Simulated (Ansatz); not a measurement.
Input:

InAgTe₂ (chalcopyrite)

```cif
data_Ag2In2Te4
_chemical_formula_sum 'Ag2 In2 Te4'
_space_group_name_H-M_alt 'P 1'
_space_group_IT_number 1
_cell_length_a 7.83778
_cell_length_b 7.83778
_cell_length_c 7.83778
_cell_angle_alpha 131.557
_cell_angle_beta 131.557
_cell_angle_gamma 70.929
loop_
_space_group_symop_operation_xyz
  'x, y, z'
loop_
_atom_site_label
_atom_site_type_symbol
_atom_site_fract_x
_atom_site_fract_y
_atom_site_fract_z
_atom_site_occupancy
Ag1 Ag 0.75000 0.25000 0.50000 1
Ag2 Ag 0.00000 0.00000 0.00000 1
In1 In 0.25000 0.75000 0.50000 1
In2 In 0.50000 0.50000 0.00000 1
Te1 Te 0.11626 0.12500 0.49126 1
Te2 Te 0.63374 0.62500 0.50874 1
Te3 Te 0.37500 0.88374 0.00874 1
Te4 Te 0.87500 0.36626 0.99126 1
```

This relaxed cell (volume V₀) is scaled evenly in all directions, its shape held. The atoms relax within the cell's symmetry.

Computed with PBEsol (plane waves to 420 eV, PAW, scalar-relativistic; Ansatz, an electronic-structure program). k mesh 7×7×7 (Γ-centred), Fermi-Dirac smearing 0.05 eV. Energies are smeared free energies. Compression counts positive. With the shape held, the modulus is that of even scaling; a crystal free to change shape is softer. InAgTe2 was relaxed with its symmetry unable to fall. Spin-orbit coupling is left out, though Te is heavy. The zero of ΔE is the relaxed starting cell.

The scan covers V/V₀ from 0.940 to 1.060 in 13 points.

**Question.** What pressure does the cell carry at V/V₀ = 0.940?

**Answer.** 3.22 GPa.

**Question.** What is ΔE at V/V₀ = 1.060?

**Answer.** 14.6 meV/atom.

**Question.** What is ΔE at V/V₀ = 0.940?

**Answer.** 18.7 meV/atom.

(A scan under strain: stresses follow from slopes of the energy per volume, elastic moduli from its curvatures.)
